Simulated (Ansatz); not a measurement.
Ansatz input file:

```yaml
crystal:
  lattice:
    - [8.859, 0.0, 0.0]
    - [0.0, 8.859, 0.0]
    - [0.0, 0.0, 2.7094]
  atoms:
    - { symbol: Mn, position: [0.6782, 0.1782, 0.5], spin: 3.18 }
    - { symbol: Mn, position: [0.8218, 0.6782, 0.5], spin: 3.18 }
    - { symbol: Mn, position: [0.3218, 0.8218, 0.5], spin: 3.18 }
    - { symbol: Mn, position: [0.1782, 0.3218, 0.5], spin: 3.18 }
    - { symbol: Ga, position: [0.5, 0.0, 0.0] }
    - { symbol: Ga, position: [0.0, 0.5, 0.0] }
    - { symbol: Ga, position: [0.2046, 0.0635, 0.0], spin: -0.11 }
    - { symbol: Ga, position: [0.9365, 0.2046, 0.0], spin: -0.11 }
    - { symbol: Ga, position: [0.7954, 0.9365, 0.0], spin: -0.11 }
    - { symbol: Ga, position: [0.0635, 0.7954, 0.0], spin: -0.11 }
    - { symbol: Ga, position: [0.7046, 0.4365, 0.0], spin: -0.11 }
    - { symbol: Ga, position: [0.4365, 0.2954, 0.0], spin: -0.11 }
    - { symbol: Ga, position: [0.2954, 0.5635, 0.0], spin: -0.11 }
    - { symbol: Ga, position: [0.5635, 0.7046, 0.0], spin: -0.11 }
basis:
  ecutwfc: 500
kpoints:
  mp_grid: { grid: [4, 4, 14] }
hamiltonian:
  xc: r2scan
scf:
  occupations: { method: gaussian, width: 0.1 }
output:
  forces: true
  stress: true
  eigenvalues: true
  populations: true
  write_density: true
  write_potential: true
  elf: true
  volumetric_format: npy
magnetization:
  spin_polarized: true
relax:
  adjacent_minimum: "off"
  f_tol: 0.005
  max_steps: 80
  cell: { stress_tol: 0.05 }
```

Launched with
```bash
ansatz run input.yaml --threads 4 --pin off --max-ram 10240MiB --backend cpu --events-out ev --progress --plain --runs-dir out
```

Theory: DFT r2SCAN, scalar-relativistic, plane waves, PAW in Ansatz 0.2.0.

Part of what the program printed, abridged (iterations and final results):

```
SCF iter   1: F=—  HF=-53509.469600 eV  |F-HF|=—  |Δ(HF+E_count)|=         —  Δρ=2.28e-2 (↑1.95e-2 ↓2.28e-2) dr2=5.49e0  dr2_τ=3.56e-2  dr2_m=2.32e-1  M=11.141 μB ∫|m|=13.426 μB  β_m=1.00  ethr=2.33e-3  ⟨swp⟩=3.3  Hψ=59012  notcnv=0
Mixer restart at iter 1: flushing history
spin=Collinear: Kerker preconditioning applied to the charge; magnetization (m = ρ↑ − ρ↓) channel mixes plain (no charge-response kernel on spin).
SCF iter   2: F=—  HF=-53513.075000 eV  |F-HF|=—  |Δ(HF+E_count)|=    3.61e0  Δρ=1.55e-2 (↑1.50e-2 ↓1.55e-2) dr2=3.55e0  dr2_τ=3.80e-3  dr2_m=2.26e-2  M=10.831 μB ∫|m|=13.867 μB  β_m=1.00  ethr=2.33e-3  ⟨swp⟩=2.8  Hψ=18473  notcnv=0  defer=1528  κ⁻¹=1.0e0(r=1)
SCF iter   3: F=—  HF=-53519.554999 eV  |F-HF|=—  |Δ(HF+E_count)|=    6.48e0  Δρ=1.20e-2 (↑1.05e-2 ↓1.20e-2) dr2=2.30e0  dr2_τ=3.50e-3  dr2_m=1.45e-2  M=10.570 μB ∫|m|=14.079 μB  β_m=1.00  ethr=1.87e-3  ⟨swp⟩=2.4  Hψ=14768  notcnv=0  defer=1618  κ⁻¹=8.3e-2(r=2)
SCF iter   4: F=—  HF=-53519.763338 eV  |F-HF|=—  |Δ(HF+E_count)|=   2.08e-1  Δρ=5.56e-3 (↑5.56e-3 ↓4.62e-3) dr2=4.44e-1  dr2_τ=8.18e-4  dr2_m=7.02e-3  M=10.361 μB ∫|m|=14.002 μB  β_m=1.00  ethr=1.21e-3  ⟨swp⟩=3.0  Hψ=16302  notcnv=0  defer=1618  κ⁻¹=3.4e-2(r=3)
SCF iter   5: F=—  HF=-53520.131882 eV  |F-HF|=—  |Δ(HF+E_count)|=   3.69e-1  Δρ=4.13e-3 (↑4.13e-3 ↓4.11e-3) dr2=1.32e-1  dr2_τ=1.78e-3  dr2_m=3.00e-4  M=10.400 μB ∫|m|=13.921 μB  β_m=1.00  ethr=2.34e-4  ⟨swp⟩=2.2  Hψ=14952  notcnv=0  defer=1601  κ⁻¹=1.2e-2(r=4)
SCF iter   6: F=—  HF=-53520.651599 eV  |F-HF|=—  |Δ(HF+E_count)|=         —  Δρ=2.49e-3 (↑2.06e-3 ↓2.49e-3) dr2=3.69e-2  dr2_τ=3.60e-4  dr2_m=5.89e-4  M=10.471 μB ∫|m|=13.996 μB  β_m=1.00  ethr=6.96e-5  ⟨swp⟩=2.5  Hψ=22255  notcnv=0  defer=1601
Mixer restart at iter 6: flushing history
SCF iter   7: F=—  HF=-53520.688922 eV  |F-HF|=—  |Δ(HF+E_count)|=   3.73e-2  Δρ=2.16e-3 (↑1.67e-3 ↓2.16e-3) dr2=2.78e-2  dr2_τ=2.73e-4  dr2_m=1.85e-4  M=10.509 μB ∫|m|=13.997 μB  β_m=1.00  ethr=1.94e-5  ⟨swp⟩=1.3  Hψ=11916  notcnv=0  defer=1601  κ⁻¹=1.0e0(r=1)
SCF iter   8: F=—  HF=-53520.735426 eV  |F-HF|=—  |Δ(HF+E_count)|=   4.65e-2  Δρ=1.43e-3 (↑6.52e-4 ↓1.43e-3) dr2=1.03e-2  dr2_τ=5.72e-5  dr2_m=6.04e-4  M=10.596 μB ∫|m|=14.058 μB  β_m=1.00  ethr=1.47e-5  ⟨swp⟩=2.0  Hψ=20877  notcnv=0  defer=1601  κ⁻¹=3.5e-2(r=2)
SCF iter   9: F=—  HF=-53520.738114 eV  |F-HF|=—  |Δ(HF+E_count)|=   2.69e-3  Δρ=4.87e-4 (↑4.87e-4 ↓4.53e-4) dr2=2.26e-3  dr2_τ=1.15e-5  dr2_m=4.32e-5  M=10.629 μB ∫|m|=14.129 μB  β_m=1.00  ethr=5.43e-6  ⟨swp⟩=2.0  Hψ=13769  notcnv=0  defer=1601  κ⁻¹=1.2e-2(r=3)
SCF iter  10: F=—  HF=-53520.739053 eV  |F-HF|=—  |Δ(HF+E_count)|=   9.39e-4  Δρ=2.99e-4 (↑2.96e-4 ↓2.99e-4) dr2=7.51e-4  dr2_τ=6.78e-6  dr2_m=1.85e-5  M=10.639 μB ∫|m|=14.137 μB  β_m=1.00  ethr=1.19e-6  ⟨swp⟩=2.0  Hψ=15281  notcnv=0  defer=1592  κ⁻¹=1.2e-2(r=4)
SCF iter  11: F=—  HF=-53520.739671 eV  |F-HF|=—  |Δ(HF+E_count)|=   6.18e-4  Δρ=1.40e-4 (↑1.40e-4 ↓1.26e-4) dr2=1.91e-4  dr2_τ=1.05e-6  dr2_m=2.20e-6  M=10.647 μB ∫|m|=14.136 μB  β_m=1.00  ethr=3.95e-7  ⟨swp⟩=2.0  Hψ=20964  notcnv=0  defer=1592  κ⁻¹=5.6e-4(r=5)
SCF iter  12: F=—  HF=-53520.739658 eV  |F-HF|=—  |Δ(HF+E_count)|=   1.25e-5  Δρ=9.12e-5 (↑9.12e-5 ↓5.67e-5) dr2=3.26e-5  dr2_τ=5.28e-7  dr2_m=4.84e-6  M=10.651 μB ∫|m|=14.140 μB  β_m=1.00  ethr=1.01e-7  ⟨swp⟩=2.0  Hψ=21051  notcnv=0  defer=1592  κ⁻¹=6.1e-5(r=6)
SCF iter  13: F=—  HF=-53520.739709 eV  |F-HF|=—  |Δ(HF+E_count)|=   5.06e-5  Δρ=2.89e-5 (↑2.89e-5 ↓2.78e-5) dr2=4.93e-6  dr2_τ=4.52e-8  dr2_m=2.34e-7  M=10.651 μB ∫|m|=14.142 μB  β_m=1.00  ethr=1.72e-8  ⟨swp⟩=2.0  Hψ=20965  notcnv=0  defer=1592  κ⁻¹=3.1e-5(r=7)
SCF iter  14: F=—  HF=-53520.739725 eV  |F-HF|=—  |Δ(HF+E_count)|=   1.62e-5  Δρ=2.03e-5 (↑2.03e-5 ↓1.71e-5) dr2=2.60e-6  dr2_τ=1.31e-8  dr2_m=6.36e-8  M=10.651 μB ∫|m|=14.142 μB  β_m=1.00  ethr=2.59e-9  ⟨swp⟩=2.0  Hψ=20963  notcnv=0  defer=1592  κ⁻¹=2.6e-5(r=8)
SCF iter  15: F=—  HF=-53520.739735 eV  |F-HF|=—  |Δ(HF+E_count)|=   1.06e-5  Δρ=1.24e-5 (↑1.21e-5 ↓1.24e-5) dr2=3.76e-7  dr2_τ=6.89e-9  dr2_m=2.30e-7  M=10.650 μB ∫|m|=14.142 μB  β_m=1.00  ethr=1.37e-9  ⟨swp⟩=2.0  Hψ=20966  notcnv=0  defer=1592  κ⁻¹=9.1e-6(r=8)
SCF iter  16: F=—  HF=-53520.739736 eV  |F-HF|=—  |Δ(HF+E_count)|=   5.99e-7  Δρ=6.23e-6 (↑5.23e-6 ↓6.23e-6) dr2=1.64e-7  dr2_τ=1.43e-9  dr2_m=3.01e-9  M=10.649 μB ∫|m|=14.141 μB  β_m=1.00  ethr=1.98e-10  ⟨swp⟩=2.0  Hψ=20967  notcnv=0  defer=1592  κ⁻¹=3.4e-6(r=8)
SCF iter  17: F=—  HF=-53520.739736 eV  |F-HF|=—  |Δ(HF+E_count)|=   3.24e-7  Δρ=3.90e-6 (↑3.90e-6 ↓3.51e-6) dr2=6.01e-8  dr2_τ=8.72e-10  dr2_m=1.34e-9  M=10.649 μB ∫|m|=14.140 μB  β_m=1.00  ethr=8.62e-11  ⟨swp⟩=2.0  Hψ=20958  notcnv=0  defer=1592  κ⁻¹=5.7e-6(r=8)
SCF iter  18: F=-53520.739737 eV  HF=-53520.739737 eV  |F-HF|=5.02e-9  |Δ(HF+E_count)|=   9.57e-8  Δρ=9.80e-7 (↑9.80e-7 ↓9.27e-7) dr2=4.30e-9  dr2_τ=4.50e-11  dr2_m=3.24e-10  M=10.649 μB ∫|m|=14.140 μB  ethr=3.17e-11  ⟨swp⟩=12.5  Hψ=89160  notcnv=0
SCF 1 converged in 18 iterations: F = -53520.739737 eV  dr2 = 4.30e-9
relax step   1: F+E_penalty+E_count = -53520.73973651 eV  Δ(F+E_penalty+E_count) = +0.000e0 eV  max|allowed force component| = 9.128e-2 eV/Å  Δτ_max = 0.0000 Å  P = -1.522 GPa  Ω = 212.639 Å³  (18 SCF iters, dr2 threshold 1.00e-7 eV, accepted)
Crystal: 14 atoms, lattice volume = 209.770 Å³
Basis set: ecut = 500 eV, 5277 PW (Γ), exchange–correlation on 288×288×80 points (64 copies of the dense FFT grid, shifted against one another)
Initial density: handed on by an earlier stage of this run
Starting moments: Σ|m| = 13.6 μB on 12 of 14 sites; this step starts from the density that it was given
Initial wavefunctions: those handed on with the density
SCF iter   1: F=—  HF=-53520.725282 eV  |F-HF|=—  |Δ(HF+E_count)|=         —  Δρ=3.73e-3 (↑3.73e-3 ↓2.14e-3) dr2=1.24e-2  dr2_τ=6.10e-3  dr2_m=1.52e-2  M=10.473 μB ∫|m|=13.915 μB  β_m=1.00  ethr=6.20e-6  ⟨swp⟩=2.1  Hψ=53271  notcnv=0  defer=2
spin=Collinear: Kerker preconditioning applied to the charge; magnetization (m = ρ↑ − ρ↓) channel mixes plain (no charge-response kernel on spin).
SCF iter   2: F=—  HF=-53520.755875 eV  |F-HF|=—  |Δ(HF+E_count)|=   3.06e-2  Δρ=6.84e-4 (↑6.12e-4 ↓6.84e-4) dr2=4.01e-3  dr2_τ=3.42e-5  dr2_m=5.91e-5  M=10.446 μB ∫|m|=13.908 μB  β_m=1.00  ethr=6.20e-6  ⟨swp⟩=2.0  Hψ=22874  notcnv=0  κ⁻¹=1.0e0(r=1)
SCF iter   3: F=—  HF=-53520.760777 eV  |F-HF|=—  |Δ(HF+E_count)|=   4.90e-3  Δρ=4.46e-4 (↑4.46e-4 ↓4.44e-4) dr2=2.82e-3  dr2_τ=4.59e-6  dr2_m=2.67e-5  M=10.434 μB ∫|m|=13.896 μB  β_m=1.00  ethr=2.11e-6  ⟨swp⟩=1.2  Hψ=11851  notcnv=0  κ⁻¹=2.3e-2(r=2)
SCF iter   4: F=—  HF=-53520.764487 eV  |F-HF|=—  |Δ(HF+E_count)|=   3.71e-3  Δρ=3.64e-4 (↑2.89e-4 ↓3.64e-4) dr2=2.20e-3  dr2_τ=2.24e-6  dr2_m=2.42e-5  M=10.422 μB ∫|m|=13.881 μB  β_m=1.00  ethr=1.48e-6  ⟨swp⟩=1.5  Hψ=12976  notcnv=0  κ⁻¹=1.0e-3(r=3)
   ...
SCF iter   1: F=—  HF=-53520.769643 eV  |F-HF|=—  |Δ(HF+E_count)|=         —  Δρ=2.25e-5 (↑2.25e-5 ↓2.10e-5) dr2=2.25e-6  dr2_τ=2.35e-7  dr2_m=4.86e-8  M=10.241 μB ∫|m|=13.648 μB  β_m=1.00  ethr=4.57e-8  ⟨swp⟩=3.5  Hψ=73181  notcnv=0
spin=Collinear: Kerker preconditioning applied to the charge; magnetization (m = ρ↑ − ρ↓) channel mixes plain (no charge-response kernel on spin).
SCF iter   2: F=—  HF=-53520.769699 eV  |F-HF|=—  |Δ(HF+E_count)|=   5.66e-5  Δρ=2.53e-5 (↑2.53e-5 ↓2.18e-5) dr2=3.33e-6  dr2_τ=3.78e-8  dr2_m=1.59e-8  M=10.241 μB ∫|m|=13.648 μB  β_m=1.00  ethr=1.18e-9  ⟨swp⟩=2.2  Hψ=20960  notcnv=0  κ⁻¹=1.0e0(r=1)
SCF iter   3: F=—  HF=-53520.769700 eV  |F-HF|=—  |Δ(HF+E_count)|=   2.31e-7  Δρ=2.93e-5 (↑2.93e-5 ↓2.31e-5) dr2=4.14e-6  dr2_τ=4.18e-8  dr2_m=4.01e-8  M=10.241 μB ∫|m|=13.648 μB  β_m=1.00  ethr=1.18e-9  ⟨swp⟩=1.0  Hψ=11808  notcnv=0  κ⁻¹=6.4e-2(r=2)
SCF iter   4: F=—  HF=-53520.769699 eV  |F-HF|=—  |Δ(HF+E_count)|=   9.50e-7  Δρ=7.15e-6 (↑7.15e-6 ↓6.94e-6) dr2=1.94e-7  dr2_τ=2.45e-9  dr2_m=4.77e-10  M=10.241 μB ∫|m|=13.648 μB  β_m=1.00  ethr=1.18e-9  ⟨swp⟩=2.0  Hψ=14429  notcnv=0  κ⁻¹=8.2e-4(r=3)
SCF iter   5: F=—  HF=-53520.769699 eV  |F-HF|=—  |Δ(HF+E_count)|=   2.33e-7  Δρ=5.30e-6 (↑4.58e-6 ↓5.30e-6) dr2=1.20e-7  dr2_τ=1.05e-9  dr2_m=1.10e-9  M=10.241 μB ∫|m|=13.648 μB  β_m=1.00  ethr=1.02e-10  ⟨swp⟩=2.0  Hψ=13310  notcnv=0  κ⁻¹=5.8e-4(r=4)
SCF iter   6: F=—  HF=-53520.769699 eV  |F-HF|=—  |Δ(HF+E_count)|=   4.38e-7  Δρ=2.30e-6 (↑1.76e-6 ↓2.30e-6) dr2=5.90e-8  dr2_τ=2.95e-10  dr2_m=3.70e-10  M=10.241 μB ∫|m|=13.648 μB  β_m=1.00  ethr=6.33e-11  ⟨swp⟩=2.0  Hψ=20819  notcnv=0  κ⁻¹=7.3e-5(r=5)
SCF iter   7: F=—  HF=-53520.769699 eV  |F-HF|=—  |Δ(HF+E_count)|=   1.22e-7  Δρ=3.06e-6 (↑2.31e-6 ↓3.06e-6) dr2=9.90e-8  dr2_τ=1.33e-10  dr2_m=4.32e-10  M=10.241 μB ∫|m|=13.648 μB  β_m=1.00  ethr=3.10e-11  ⟨swp⟩=2.0  Hψ=13573  notcnv=0  κ⁻¹=3.7e-5(r=6)
SCF iter   8: F=—  HF=-53520.769699 eV  |F-HF|=—  |Δ(HF+E_count)|=   1.37e-7  Δρ=3.20e-6 (↑2.47e-6 ↓3.20e-6) dr2=1.07e-7  dr2_τ=1.74e-10  dr2_m=4.27e-10  M=10.241 μB ∫|m|=13.648 μB  β_m=1.00  ethr=3.10e-11  ⟨swp⟩=1.6  Hψ=12749  notcnv=0  κ⁻¹=1.3e-5(r=7)
SCF iter   9: F=—  HF=-53520.769700 eV  |F-HF|=—  |Δ(HF+E_count)|=   5.76e-7  Δρ=8.09e-7 (↑7.85e-7 ↓8.09e-7) dr2=2.38e-9  dr2_τ=3.06e-11  dr2_m=5.08e-10  M=10.240 μB ∫|m|=13.647 μB  β_m=1.00  ethr=3.10e-11  ⟨swp⟩=2.9  Hψ=22206  notcnv=0  κ⁻¹=2.8e-6(r=8)
SCF iter  10: F=—  HF=-53520.769700 eV  |F-HF|=—  |Δ(HF+E_count)|=   7.25e-9  Δρ=4.37e-7 (↑4.37e-7 ↓4.08e-7) dr2=8.57e-10  dr2_τ=8.50e-12  dr2_m=1.92e-11  M=10.240 μB ∫|m|=13.647 μB  β_m=1.00  ethr=1.25e-12  ⟨swp⟩=2.0  Hψ=20995  notcnv=0  κ⁻¹=1.4e-6(r=8)
SCF iter  11: F=—  HF=-53520.769700 eV  |F-HF|=—  |Δ(HF+E_count)|=   5.36e-9  Δρ=4.68e-7 (↑4.68e-7 ↓2.47e-7) dr2=7.20e-10  dr2_τ=3.98e-12  dr2_m=3.59e-11  M=10.240 μB ∫|m|=13.647 μB  β_m=1.00  ethr=1.00e-12  ⟨swp⟩=2.0  Hψ=20955  notcnv=0  κ⁻¹=8.1e-7(r=8)
SCF iter  12: F=—  HF=-53520.769700 eV  |F-HF|=—  |Δ(HF+E_count)|=   3.46e-9  Δρ=1.39e-7 (↑1.39e-7 ↓9.31e-8) dr2=3.89e-11  dr2_τ=1.88e-12  dr2_m=5.27e-12  M=10.240 μB ∫|m|=13.647 μB  β_m=1.00  ethr=1.00e-12  ⟨swp⟩=2.0  Hψ=20126  notcnv=0  κ⁻¹=1.1e-5(r=8)
SCF iter  13: F=—  HF=-53520.769700 eV  |F-HF|=—  |Δ(HF+E_count)|=  3.13e-10  Δρ=6.93e-8 (↑5.36e-8 ↓6.93e-8) dr2=1.14e-11  dr2_τ=8.17e-13  dr2_m=1.78e-12  M=10.240 μB ∫|m|=13.647 μB  β_m=1.00  ethr=1.00e-12  ⟨swp⟩=1.0  Hψ=11808  notcnv=0  κ⁻¹=2.7e-5(r=8)
SCF iter  14: F=—  HF=-53520.769700 eV  |F-HF|=—  |Δ(HF+E_count)|=  1.02e-10  Δρ=2.98e-8 (↑2.03e-8 ↓2.98e-8) dr2=4.85e-12  dr2_τ=6.21e-14  dr2_m=1.42e-13  M=10.240 μB ∫|m|=13.647 μB  β_m=1.00  ethr=1.00e-12  ⟨swp⟩=1.0  Hψ=11808  notcnv=0  κ⁻¹=1.2e-5(r=8)
SCF iter  15: F=-53520.769700 eV  HF=-53520.769700 eV  |F-HF|=1.16e-10  |Δ(HF+E_count)|=  5.82e-11  Δρ=1.03e-7 (↑1.03e-7 ↓1.01e-7) dr2=1.16e-10  dr2_τ=3.12e-13  dr2_m=1.88e-13  M=10.240 μB ∫|m|=13.647 μB  ethr=1.00e-12  ⟨swp⟩=4.1  Hψ=50183  notcnv=0
SCF 5 converged in 15 iterations: F = -53520.769700 eV  dr2 = 1.16e-10
an SCF from ferrimagnetic starting moments (-3.18, 3.18, 3.18, 3.18, 0.00, 0.00, -0.11, -0.11, -0.11, -0.11, -0.11, -0.11, -0.11, -0.11 Bohr magnetons, atom by atom) was not made, so that it is not known whether that order lies lower: the deck asks for what bars it, or types moments that do (magnetization.spin_polarized, in the input reference, names some of the keys), or the run goes by scf.lower_state_search: light, the default, which as a rule tries one only behind a close that has lost an order of both signs, or on which an open d or half-filled 4f shell of a PAW file has lost a moment that was set nearer to Hund's than to what is left; or, under a Hubbard U, one that names an f shell th ...
SCF converged after 15 iterations
Stability not checked: this state was not tested for a lower state beside it, because the mixer in use, unlike msr1, does not test its closes by its own steps (another_mixer; see scf.mixing.algorithm and scf.lower_state_search)
Magnetization: 10.2401 μB (100.1200 up, 89.8800 down)
Absolute magnetization: 13.6114 μB (∫|ρ↑−ρ↓|, with the PAW one-centre terms)
Spin contamination: 1.2118 ħ² per cell (⟨S²⟩ above its minimum at these occupations)
Per-site moments (μB) at R_I (Å): [(2.87349362, 1.07351645), (2.87349362, 1.07351645), (2.87349362, 1.07351645), (2.87349362, 1.07351645), (-0.08244997, 1.07351645), (-0.08244997, 1.07351645), (-0.09175166, 1.08924722), (-0.09175166, 1.08924722), (-0.09175166, 1.08924722), (-0.09175166, 1.08924722), (-0.09175166, 1.08924722), (-0.09175166, 1.08924722), (-0.09175166, 1.08924722), (-0.09175166, 1.08924722)]
Free energy (F): -53520.769700 eV
Harris-Foulkes:  -53520.769700 eV  (|F-HF|=1.16e-10)
Internal energy: -53520.744243 eV  (E = F + TS)
E sigma→0 (E₀):  -53520.756972 eV
Entropy (-TS):   -0.025456 eV (-1.818 meV/atom)
Fermi energy:    13.373867 eV
--- Per-component energies (eV) ---
  E_band       = -1093.650543
  E_kinetic    = 2386.226528
  E_local      = -24725.936741  (includes V_loc(G=0)·N_el)
  E_nonlocal   = 5241.592795
  E_hartree    = 11340.876282
  E_xc         = -1069.527982
  E_vxc        = -1253.608093  (∫ρ·V_xc dr)
  E_paw        = -25276.404851  (= ΣΔE_a)
  E_vpaw       = -5501.176545  (= ΣTr[D̂ρ^β])
  E_aug_tail   = -0.000414  (compensation charges beyond the density's cutoff)
  E_vtau       = 77.500451  (kinetic-family band-sum trace: ∫τ·v_τ [+ j·A + Jᵃ·Aᵃ] dr)
  E_ewald      = -21409.906989
  E_core_change = -7.662871  (= ΣΔE_core)
  E_smearing   = -0.025456  (= −TS)
--- Forces (eV/Å), atoms counted from 1 ---
  atom   1  Mn    -0.00008787    -0.00008787     0.00000000
  atom   2  Mn     0.00008787    -0.00008787     0.00000000
  atom   3  Mn     0.00008787     0.00008787     0.00000000
  atom   4  Mn    -0.00008787     0.00008787     0.00000000
  atom   5  Ga     0.00000000     0.00000000     0.00000000
  atom   6  Ga     0.00000000     0.00000000     0.00000000
  atom   7  Ga     0.00011335     0.00031453     0.00000000
  atom   8  Ga    -0.00031453     0.00011335     0.00000000
  atom   9  Ga    -0.00011335    -0.00031453     0.00000000
  atom  10  Ga     0.00031453    -0.00011335     0.00000000
  atom  11  Ga     0.00011335    -0.00031453     0.00000000
  atom  12  Ga    -0.00031453    -0.00011335     0.00000000
  atom  13  Ga    -0.00011335     0.00031453     0.00000000
  atom  14  Ga     0.00031453     0.00011335     0.00000000
--- Stress (GPa, compression-positive) ---
       -0.015401       0.000000       0.000000
        0.000000      -0.015401       0.000000
        0.000000       0.000000      -0.016978
  P = ⅓ Tr σ = -0.0159 GPa (-0.159 kbar)
--- Band table (eV; the first three rows and the last of 96) ---
  k-point 0 ↑: bands = ["-70.6830", "-70.6830", "-70.6830", "-70.6830", "-38.3172", "-38.3170", "-38.3170", "-38.3168", "-38.2184", "-38.2181", "-38.2179", "-38.2179", "-37.9188", "-37.9188", "-37.9188", "-37.9187", "-2.5343", "-2.4670", "-2.4373", "-2.4292", "-2.4023", "-2.4023", "-2.3810", "-2.3659", "-2.3659", "-2.3648", "-2.3166", "-2.2773", "-2.2574", "-2.2427", "-2.2110", "-2.1919", "-2.1919", "-2.1897", "-2.1703", "-2.1703", "-2.0911", "-2.0911", "-2.0892", "-2.0892", "-2.0765", "-2.0765", "-2.0700", "-2.0549", "-2.0549", "-2.0439", "-2.0402", "-2.0317", "-2.0311", "-2.0173", "-2.0111", "-1.9964", "-1.9964", "-1.9814", "-1.9741", "-1.9741", "-1.9569", "-1.9543", "-1.9473", "-1.9412",  ...
  k-point 1 ↑: bands = ["-70.6821", "-70.6821", "-70.6821", "-70.6821", "-38.3163", "-38.3161", "-38.3161", "-38.3159", "-38.2175", "-38.2172", "-38.2170", "-38.2170", "-37.9274", "-37.9274", "-37.9274", "-37.9274", "-2.5224", "-2.4558", "-2.4252", "-2.4223", "-2.3844", "-2.3844", "-2.3731", "-2.3534", "-2.3470", "-2.3470", "-2.2966", "-2.2550", "-2.2340", "-2.2337", "-2.2035", "-2.1881", "-2.1846", "-2.1846", "-2.1693", "-2.1693", "-2.1030", "-2.1030", "-2.0864", "-2.0864", "-2.0847", "-2.0752", "-2.0752", "-2.0679", "-2.0679", "-2.0561", "-2.0467", "-2.0436", "-2.0426", "-2.0122", "-2.0101", "-2.0101", "-2.0085", "-1.9917", "-1.9839", "-1.9839", "-1.9564", "-1.9556", "-1.9525", "-1.9481",  ...
  k-point 2 ↑: bands = ["-70.6796", "-70.6796", "-70.6796", "-70.6796", "-38.3138", "-38.3136", "-38.3136", "-38.3134", "-38.2149", "-38.2147", "-38.2145", "-38.2145", "-37.9515", "-37.9515", "-37.9515", "-37.9515", "-2.4930", "-2.4304", "-2.4153", "-2.3859", "-2.3509", "-2.3386", "-2.3386", "-2.3207", "-2.2989", "-2.2989", "-2.2411", "-2.2080", "-2.1925", "-2.1813", "-2.1806", "-2.1716", "-2.1716", "-2.1645", "-2.1592", "-2.1592", "-2.1362", "-2.1362", "-2.1241", "-2.1047", "-2.1047", "-2.0995", "-2.0830", "-2.0766", "-2.0751", "-2.0751", "-2.0699", "-2.0699", "-2.0451", "-2.0451", "-2.0397", "-2.0199", "-2.0101", "-2.0101", "-2.0059", "-2.0037", "-1.9720", "-1.9717", "-1.9636", "-1.9573",  ...
  k-point 47 ↓: bands = ["-66.5776", "-66.5776", "-66.5776", "-66.5776", "-34.1585", "-34.1585", "-34.1584", "-34.1584", "-34.1421", "-34.1421", "-34.1420", "-34.1420", "-34.1291", "-34.1291", "-34.1291", "-34.1291", "-2.4023", "-2.4023", "-2.3697", "-2.3697", "-2.3481", "-2.3481", "-2.3269", "-2.3269", "-2.3264", "-2.3264", "-2.3217", "-2.3217", "-2.2711", "-2.2711", "-2.2656", "-2.2656", "-2.2519", "-2.2519", "-2.2435", "-2.2435", "-2.2039", "-2.2039", "-2.1956", "-2.1956", "-2.1325", "-2.1325", "-2.1149", "-2.1149", "-2.0756", "-2.0756", "-2.0701", "-2.0701", "-2.0672", "-2.0672", "-2.0177", "-2.0177", "-1.9948", "-1.9948", "-1.9908", "-1.9908", "-1.9804", "-1.9804", "-1.9533", "-1.9533", ...
--- Relaxed structure (4 steps of the walk, 4 accepted, 1 SCFs on fresh bases) ---
  F+E_penalty+E_count = -53520.76969971 eV   max|allowed force component| = 3.145e-4 eV/Å   (the final SCF, on the basis selected at the relaxed cell)
  cell:  # Å, volume = 208.2303 Å³
    - [8.78918845, 0.0, 0.0]
    - [0.0, 8.78918845, 0.0]
    - [0.0, 0.0, 2.69554429]
  atoms:
    - { symbol: Mn, position: [0.67910855, 0.17910855, 0.5] }
    - { symbol: Mn, position: [0.82089144, 0.67910855, 0.5] }
    - { symbol: Mn, position: [0.32089144, 0.82089144, 0.5] }
    - { symbol: Mn, position: [0.17910855, 0.32089144, 0.5] }
    - { symbol: Ga, position: [0.5, 0.0, 0.0] }
    - { symbol: Ga, position: [0.0, 0.5, 0.0] }
    - { symbol: Ga, position: [0.20617289, 0.06395650, 0.0] }
    - { symbol: Ga, position: [0.93604349, 0.20617289, 0.0] }
    - { symbol: Ga, position: [0.79382710, 0.93604349, 0.0] }
    - { symbol: Ga, position: [0.06395650, 0.79382710, 0.0] }
    - { symbol: Ga, position: [0.70617289, 0.43604349, 0.0] }
    - { symbol: Ga, position: [0.43604349, 0.29382710, 0.0] }
    - { symbol: Ga, position: [0.29382710, 0.56395650, 0.0] }
    - { symbol: Ga, position: [0.56395650, 0.70617289, 0.0] }
--- Löwdin populations: 14 sites ---
  site symbol q [e]    m [muB]
     0     Mn     14.2575     3.0308
     1     Mn     14.2575     3.0308
     2     Mn     14.2575     3.0308
     3     Mn     14.2575     3.0308
     4     Ga     13.2759    -0.1691
     5     Ga     13.2759    -0.1691
     6     Ga     13.2414    -0.1882
     7     Ga     13.2414    -0.1882
     8     Ga     13.2414    -0.1882
     9     Ga     13.2414    -0.1882
    10     Ga     13.2414    -0.1882
    11     Ga     13.2414    -0.1882
    12     Ga     13.2414    -0.1882
    13     Ga     13.2414    -0.1882
  spilling = 0.002562 (of n_electrons = 190.000000)
```

The relaxation met its thresholds.

The run took 9.3 min on 4 threads of Oxide Virtual Turin-like Processor (Zen 5), with other jobs on the host, peak memory 3.1 GiB.

The state reached may not be the lowest one. Only parallel moments were tried here.